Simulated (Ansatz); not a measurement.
Consider the following.

SiNi:
```
CELL_PARAMETERS angstrom
      5.09538     0.00000     0.00000
      0.00000     3.35856     0.00000
      0.00000     0.00000     5.56984
ATOMIC_POSITIONS crystal
  Si 0.82129 0.75000 0.58411
  Si 0.17871 0.25000 0.41589
  Si 0.67871 0.25000 0.08411
  Si 0.32129 0.75000 0.91589
  Ni 0.50777 0.25000 0.68913
  Ni 0.49223 0.75000 0.31087
  Ni 0.99223 0.75000 0.18913
  Ni 0.00777 0.25000 0.81087
```

This is the r²SCAN-relaxed structure.

All from r²SCAN (plane waves, PAW; program Ansatz), unless another level is named. Give the bulk modulus (Birch–Murnaghan fit).

1780 kbar.

Next, the highest zone-centre frequency?

12.40 THz.

Space group Pnma. Symmetry was held in the r²SCAN relaxation; of distortions, only those at the zone centre were tested. The run is not spin-polarised. As this level gives no gap, phonon frequencies hold no LO–TO term and depend on the k-mesh and smearing (Fermi–Dirac, 0.1 eV here).

Potentials: the earlier of the program's two PAW sets.
